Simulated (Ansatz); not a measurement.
Rh (P6_3/mmc), two-dimensional strain map

Theory: DFT PBEsol, scalar-relativistic, plane waves, PAW (Ansatz). Cutoff 420 eV, Γ-centred 21×21×12 k-points, Gaussian smearing of 0.15 eV. No spin polarisation. Energies are free energies at this smearing, counted from the undisturbed cell; pressure is positive in compression.

Zero of the scan (as given, not relaxed at this level; it stands at -13.7 GPa; this form isn't the usual structure):

```
Rh
1.0
     2.73098    0.00000    0.00000
    -1.36549    2.36510    0.00000
     0.00000    0.00000    4.42849
Rh
2
Direct
  0.66667 0.33333 0.75000
  0.33333 0.66667 0.25000
```

The cell is strained by p along both x and y and by q along z, fractional coordinates fixed. Points are written (p, q).

Energy above the undisturbed cell in meV/atom (a dash: not computed):

```
 p \ q  -0.030  -0.015  0.000  0.015  0.030
-0.030   -15.4   -24.0  -22.7  -12.7    4.9
-0.015   -32.3       –  -24.0      –      –
 0.000   -22.7       –    0.0      –   53.0
 0.030    59.2       –  107.9      –  182.2
```

Pressure in GPa:

| p \ q | -0.030 | -0.015 | 0.000 | 0.015 | 0.030 |
| --- | --- | --- | --- | --- | --- |
| -0.030 | 12.1 | 7.0 | 2.4 | -1.6 | -5.1 |
| -0.015 | 2.2 | – | -6.4 | – | – |
| 0.000 | -6.0 | – | -13.7 | – | -19.4 |
| 0.030 | -18.4 | – | -24.4 | – | -28.8 |